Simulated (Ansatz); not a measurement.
Input:

CuI (zinc blende, space group No. 216), a = b = c = 6.079 Å, α = β = γ = 90.00°; the cell used has 2 atoms.

This is the PBE-relaxed structure.

Task: All from PBE in the plane-wave PAW code Ansatz, unless another level is named. Give the Young's modulus.

Result: 40.3 GPa.

Task: What about the vibrational entropy at 300 K?

Result: 47.2 J/(K·mol of atoms).

Space group F-43m (zinc blende). The PBE relaxation kept the symmetry of its start; phonons on a q-mesh show no instability. No spin polarisation was allowed. Spin–orbit coupling is left out wherever it is not named.

Potentials: the later of the program's two PAW sets.
